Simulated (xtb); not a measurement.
xtb single point, GFN2-xTB, ALPB implicit dimethyl sulfoxide, on borohydride, BH4 (SMILES [BH4-]), charge -1, multiplicity 1.

```
xtb m.xyz --gfn 2 --chrg -1 --uhf 0 --norestart --sp --alpb dmso

5

B      0.052978    -0.136195    -0.203169
H     -0.056679     0.837622    -0.944485
H      0.987290    -0.837622    -0.583981
H     -0.987290    -0.789709    -0.229056
H      0.268703     0.245345     0.944485
```

The program's output:

```

          ...................................................
          :                      SETUP                      :
          :.................................................:
          :  # basis functions                   8          :
          :  # atomic orbitals                   8          :
          :  # shells                            6          :
          :  # electrons                         8          :
          :  max. iterations                   250          :
          :  Hamiltonian                  GFN2-xTB          :
          :  restarted?                      false          :
          :  GBSA solvation                   true          :
          :  PC potential                    false          :
          :  electronic temp.          300.0000000     K    :
          :  accuracy                    1.0000000          :
          :  -> integral cutoff          0.2500000E+02      :
          :  -> integral neglect         0.1000000E-07      :
          :  -> SCF convergence          0.1000000E-05 Eh   :
          :  -> wf. convergence          0.1000000E-03 e    :
          :  Broyden damping             0.4000000          :
          :  net charge                         -1          :
          :  unpaired electrons                  0          :
          ...................................................

 iter      E             dE          RMSdq      gap      omega  full diag
   1     -3.2605168 -0.326052E+01  0.119E+01   20.61       0.0  T
   2     -3.5806549 -0.320138E+00  0.610E+00   17.15       1.0  T
   3     -3.5919511 -0.112962E-01  0.309E+00   17.05       1.0  T
   4     -3.5947802 -0.282905E-02  0.678E-01   16.94       1.0  T
   5     -3.5913563  0.342389E-02  0.106E+00   17.25       1.0  T
   6     -3.5967072 -0.535095E-02  0.901E-02   17.07       1.0  T
   7     -3.5967022  0.501165E-05  0.505E-02   17.07       1.0  T
   8     -3.5967140 -0.118064E-04  0.995E-03   17.06       4.5  T
   9     -3.5967144 -0.436095E-06  0.209E-03   17.06      21.4  T
  10     -3.5967145 -0.153698E-07  0.802E-05   17.06     557.6  T
  11     -3.5967145 -0.231997E-10  0.352E-05   17.06    1269.3  T

   *** convergence criteria satisfied after 11 iterations ***

         #    Occupation            Energy/Eh            Energy/eV
      -------------------------------------------------------------
         1        2.0000           -0.4696146             -12.7789
         2        2.0000           -0.3835187             -10.4361
         3        2.0000           -0.3834841             -10.4351
         4        2.0000           -0.3834609             -10.4345 (HOMO)
         5                          0.2433959               6.6231 (LUMO)
         6                          0.2434856               6.6256
         7                          0.2437031               6.6315
         8                          0.4253341              11.5739
      -------------------------------------------------------------
                  HL-Gap            0.6268568 Eh           17.0576 eV
             Fermi-level           -0.0700325 Eh           -1.9057 eV


         :::::::::::::::::::::::::::::::::::::::::::::::::::::
         ::                     SUMMARY                     ::
         :::::::::::::::::::::::::::::::::::::::::::::::::::::
         :: total energy              -3.567644069604 Eh    ::
         :: total w/o Gsasa/hb        -3.546801213031 Eh    ::
         :: gradient norm              0.000773624859 Eh/a0 ::
         :: HOMO-LUMO gap             17.057641002378 eV    ::
         ::.................................................::
         :: SCC energy                -3.596714445865 Eh    ::
         :: -> isotropic ES            0.168069993827 Eh    ::
         :: -> anisotropic ES          0.012473581556 Eh    ::
         :: -> anisotropic XC          0.001931081578 Eh    ::
         :: -> dispersion             -0.004281084560 Eh    ::
         :: -> Gsolv                  -0.120410298240 Eh    ::
         ::    -> Gelec               -0.099567441666 Eh    ::
         ::    -> Gsasa               -0.007960532881 Eh    ::
         ::    -> Ghb                 -0.020077017740 Eh    ::
         ::    -> Gshift               0.007194694049 Eh    ::
         :: repulsion energy           0.029070376261 Eh    ::
         :: add. restraining           0.000000000000 Eh    ::
         :: total charge              -1.000000000000 e     ::
         :::::::::::::::::::::::::::::::::::::::::::::::::::::

           -------------------------------------------------
          |                Property Printout                |
           -------------------------------------------------

    * Orbital Energies and Occupations

         #    Occupation            Energy/Eh            Energy/eV
      -------------------------------------------------------------
         1        2.0000           -0.4696146             -12.7789
         2        2.0000           -0.3835187             -10.4361
         3        2.0000           -0.3834841             -10.4351
         4        2.0000           -0.3834609             -10.4345 (HOMO)
         5                          0.2433959               6.6231 (LUMO)
         6                          0.2434856               6.6256
         7                          0.2437031               6.6315
         8                          0.4253341              11.5739
      -------------------------------------------------------------
                  HL-Gap            0.6268568 Eh           17.0576 eV
             Fermi-level           -0.0700325 Eh           -1.9057 eV

     #   Z          covCN         q      C6AA      α(0)
     1   5 B        3.636     0.368    16.676     6.658
     2   1 H        0.909    -0.342    31.425     8.769
     3   1 H        0.909    -0.342    31.468     8.775
     4   1 H        0.909    -0.342    31.430     8.770
     5   1 H        0.909    -0.342    31.378     8.763

 Mol. C6AA /au·bohr⁶  :        702.519989
 Mol. C8AA /au·bohr⁸  :      10759.764459
 Mol. α(0) /au        :         41.734453

Wiberg/Mayer (AO) data.
largest (>0.10) Wiberg bond orders for each atom

 ---------------------------------------------------------------------------
     #   Z sym  total        # sym  WBO       # sym  WBO       # sym  WBO
 ---------------------------------------------------------------------------
     1   5 B    3.506 --     5 H    0.877     2 H    0.877     4 H    0.877
                             3 H    0.876
     2   1 H    0.883 --     1 B    0.877
     3   1 H    0.883 --     1 B    0.876
     4   1 H    0.883 --     1 B    0.877
     5   1 H    0.883 --     1 B    0.877
 ---------------------------------------------------------------------------


molecular dipole:
                 x           y           z       tot (Debye)
 q only:       -0.100       0.257       0.385
   full:       -0.100       0.257       0.385       1.203
molecular quadrupole (traceless):
                xx          xy          yy          xz          yz          zz
 q only:        0.095       0.039       0.012       0.058      -0.148      -0.107
  q+dip:        0.096       0.039       0.012       0.058      -0.148      -0.108
   full:        0.095       0.039       0.012       0.058      -0.148      -0.108

           -------------------------------------------------
          | TOTAL ENERGY               -3.567644069604 Eh   |
          | GRADIENT NORM               0.000773624859 Eh/α |
          | HOMO-LUMO GAP              17.057641002378 eV   |
           -------------------------------------------------
```

The total energy is -97.08 eV, -3.22 eV from the same level's vacuum run.
